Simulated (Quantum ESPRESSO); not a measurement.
# Computed records: MgGa$_{3}$P$_{3}$S (made-up cell)

Calculation on a made-up crystal cell, not a measurement: periodic Kohn-Sham density functional theory in plane waves with PseudoDojo standard norm-conserving scalar-relativistic pseudopotentials, each functional with its own files (v0.5 for PBE, v0.4.1 for LDA and PBEsol), no spin polarisation, no spin-orbit coupling, atoms not relaxed, stress positive in tension, energies less a fixed whole-eV offset for each atom's element; levels are Kohn-Sham levels at fractions of this cell's reciprocal vectors, counted from the reference band (half the neutral cell's valence electrons, rounded up) at Gamma; error bars cover cutoff and k-mesh only, not smearing or the files; added strain carries the atoms with the cell, and shear is the tensor component; each bar is the largest change over components, and at least 0.002 eV, 0.002 eV per angstrom or 0.02 GPa; energies are for the whole cell, and the offsets were chosen from early runs and are not element reference energies. Program: Quantum ESPRESSO 7.5.

Common to all runs: lattice type zincblende/diamond; functional pbe; cutoff 1143 eV; fermi dirac smearing 0.025 eV; scf tolerance 1e-07 eV; electrons removed 0; k mesh 4 x 4 x 4, shifted by half a step.

(1) 
```xyz
8
Lattice="5.6747 -0.0009 -0.0604 -0.0009 5.5603 -0.0478 -0.0604 -0.0478 5.5669" Properties=species:S:1:pos:R:3 formula=MgGa3P3S free_energy_less_offsets=-1.58 smearing_term_minus_ts=0 scf_iterations=10 pressure=-0.3303 stress_xx=0.9985 stress_yy=0.2352 stress_zz=-0.2428 stress_yz=-0.6043 stress_xz=-0.9112 stress_xy=0.2354 reference_band=35 error_bar_energy=0.006489 error_bar_stress=0.02 error_bar_force=0.00517 error_bar_next_band_up=0.002 error_bars_from=tighter_rerun_of_a_related_cell
Ga     0.0280     0.0720     0.0393
Ga    -0.1265     2.7456     2.7978
Ga     2.8246    -0.0999     2.7591
Mg     2.8242     2.6810    -0.0749
P      1.3693     1.4004     1.4577
P      1.3202     4.1355     4.1377
S      4.2922     1.3633     4.1640
P      4.1860     4.1657     1.3808
```

Units: free_energy_less_offsets, smearing_term_minus_ts, error_bar_energy, error_bar_next_band_up in eV; pressure, stress_xx, stress_yy, stress_zz, stress_yz, stress_xz, stress_xy, error_bar_stress in GPa; error_bar_force in eV/Å.

Atoms:
| atoms element | atom site | atom energy offset (eV) |
| --- | --- | --- |
| Ga | 1 | -2080 |
| Ga | 2 | -2080 |
| Ga | 3 | -2080 |
| Mg | 4 | -1617 |
| P | 5 | -189 |
| P | 6 | -189 |
| S | 7 | -302 |
| P | 8 | -189 |

Forces:
| site | x (eV/Å) | y (eV/Å) | z (eV/Å) |
| --- | --- | --- | --- |
| 1 | 0.4842 | -1.21 | 0.6615 |
| 2 | 0.9638 | 0.7743 | -0.5492 |
| 3 | -1.136 | -0.01778 | 0.03158 |
| 4 | -0.4112 | 0.5422 | 0.3382 |
| 5 | -0.09495 | -0.172 | 0.3824 |
| 6 | -0.1324 | 0.4071 | 0.05092 |
| 7 | -0.3397 | -0.479 | -0.3954 |
| 8 | 0.6659 | 0.1551 | -0.5201 |

Levels:
| level k point | next band up (eV) |
| --- | --- |
| Gamma | 0.7235 |
| (1/2,1/2,1/2) | 0.7165 |
| (0.15,0,0) | 1.207 |
| (0,0.15,0) | 1.231 |
| (0,0,0.15) | 1.246 |

(2) 
```xyz
8
Lattice="5.6747 -0.0009 -0.0604 -0.0009 5.5603 -0.0478 -0.0604 -0.0478 5.5669" Properties=species:S:1:pos:R:3 formula=MgGa3P3S free_energy_less_offsets=-1.518 smearing_term_minus_ts=0 scf_iterations=10 pressure=-0.4095 stress_xx=1.025 stress_yy=0.4249 stress_zz=-0.2217 stress_yz=-0.3099 stress_xz=-1.46 stress_xy=0.1977 reference_band=35 error_bar_energy=0.006489 error_bar_stress=0.02 error_bar_force=0.00517 error_bar_next_band_up=0.002 error_bars_from=tighter_rerun_of_a_related_cell
Ga     0.0280     0.0720     0.0393
Ga    -0.1265     2.7456     2.7978
Ga     2.8246     0.0214     2.7591
Mg     2.8242     2.6810    -0.0749
P      1.3693     1.4004     1.4577
P      1.3202     4.1355     4.1377
S      4.2922     1.3633     4.1640
P      4.1860     4.1657     1.3808
```

Units: free_energy_less_offsets, smearing_term_minus_ts, error_bar_energy, error_bar_next_band_up in eV; pressure, stress_xx, stress_yy, stress_zz, stress_yz, stress_xz, stress_xy, error_bar_stress in GPa; error_bar_force in eV/Å.

Atoms:
| atoms element | atom site | atom energy offset (eV) |
| --- | --- | --- |
| Ga | 1 | -2080 |
| Ga | 2 | -2080 |
| Ga | 3 | -2080 |
| Mg | 4 | -1617 |
| P | 5 | -189 |
| P | 6 | -189 |
| S | 7 | -302 |
| P | 8 | -189 |

Forces:
| site | x (eV/Å) | y (eV/Å) | z (eV/Å) |
| --- | --- | --- | --- |
| 1 | 0.481 | -1.501 | 0.666 |
| 2 | 0.9796 | 0.9718 | -0.5494 |
| 3 | -0.8592 | -1.019 | -0.05277 |
| 4 | -0.4142 | 0.6629 | 0.3512 |
| 5 | -0.2617 | 0.1327 | 0.2394 |
| 6 | -0.03928 | 0.5977 | -0.04951 |
| 7 | -0.2671 | -0.326 | -0.3162 |
| 8 | 0.3809 | 0.4813 | -0.2887 |

Levels:
| level k point | next band up (eV) |
| --- | --- |
| Gamma | 0.6442 |
| (1/2,1/2,1/2) | 0.6442 |
| (0.15,0,0) | 1.149 |
| (0,0.15,0) | 1.152 |
| (0,0,0.15) | 1.178 |

(3) 
```xyz
8
Lattice="5.6747 -0.0009 -0.0604 -0.0009 5.5603 -0.0478 -0.0604 -0.0478 5.5669" Properties=species:S:1:pos:R:3 formula=MgGa3P3S free_energy_less_offsets=-1.419 smearing_term_minus_ts=0 scf_iterations=10 pressure=-0.3486 stress_xx=0.8631 stress_yy=0.5363 stress_zz=-0.3535 stress_yz=-0.1309 stress_xz=-1.795 stress_xy=0.1906 reference_band=35 error_bar_energy=0.006489 error_bar_stress=0.02 error_bar_force=0.00517 error_bar_next_band_up=0.002 error_bars_from=tighter_rerun_of_a_related_cell
Ga     0.0280     0.0720     0.0393
Ga    -0.1265     2.7456     2.7978
Ga     2.8246     0.0960     2.7591
Mg     2.8242     2.6810    -0.0749
P      1.3693     1.4004     1.4577
P      1.3202     4.1355     4.1377
S      4.2922     1.3633     4.1640
P      4.1860     4.1657     1.3808
```

Units: free_energy_less_offsets, smearing_term_minus_ts, error_bar_energy, error_bar_next_band_up in eV; pressure, stress_xx, stress_yy, stress_zz, stress_yz, stress_xz, stress_xy, error_bar_stress in GPa; error_bar_force in eV/Å.

Atoms:
| atoms element | atom site | atom energy offset (eV) |
| --- | --- | --- |
| Ga | 1 | -2080 |
| Ga | 2 | -2080 |
| Ga | 3 | -2080 |
| Mg | 4 | -1617 |
| P | 5 | -189 |
| P | 6 | -189 |
| S | 7 | -302 |
| P | 8 | -189 |

Forces:
| site | x (eV/Å) | y (eV/Å) | z (eV/Å) |
| --- | --- | --- | --- |
| 1 | 0.4801 | -1.678 | 0.6682 |
| 2 | 0.99 | 1.091 | -0.5488 |
| 3 | -0.695 | -1.63 | -0.07567 |
| 4 | -0.4154 | 0.7355 | 0.359 |
| 5 | -0.4006 | 0.3376 | 0.1233 |
| 6 | -0.001528 | 0.6984 | -0.09719 |
| 7 | -0.2013 | -0.2144 | -0.2485 |
| 8 | 0.2437 | 0.6601 | -0.1803 |

Levels:
| level k point | next band up (eV) |
| --- | --- |
| Gamma | 0.5875 |
| (1/2,1/2,1/2) | 0.5961 |
| (0.15,0,0) | 1.101 |
| (0,0.15,0) | 1.093 |
| (0,0,0.15) | 1.125 |
